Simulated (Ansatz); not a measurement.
CuAu:
```yaml
crystal:
  lattice:
    - [2.87931, 0.00000, 0.00000]
    - [0.00000, 2.87931, 0.00000]
    - [0.00000, 0.00000, 3.50387]
  atoms:
    - { symbol: Au, position: [0.00000, 0.00000, 0.00000] }
    - { symbol: Cu, position: [0.50000, 0.50000, 0.50000] }
```

Relaxed with r²SCAN.

**Question.** Give the Bader charges and basin volumes of the independent atoms, the program Ansatz at the r²SCAN level (PAW).

**Answer.** 

| atom | Bader charge (e) | Bader volume (Å³) |
|---|---|---|
| Au1 | -0.36 | 18.1 |
| Cu2 | +0.36 | 11.0 |

Space group P4/mmm (L1₀ or tetragonal B2). Its axis ratio c/a = 1.22 departs by over 6 % from that of the usual cell of this phase: another minimum, or an error of the functional. Symmetry was held in the r²SCAN relaxation; its stability against distortions is not shown here. No spin polarisation was allowed. Scalar-relativistic: spin–orbit coupling is off unless named, which matters more the heavier the elements.

Potentials: the later of the program's two PAW sets.
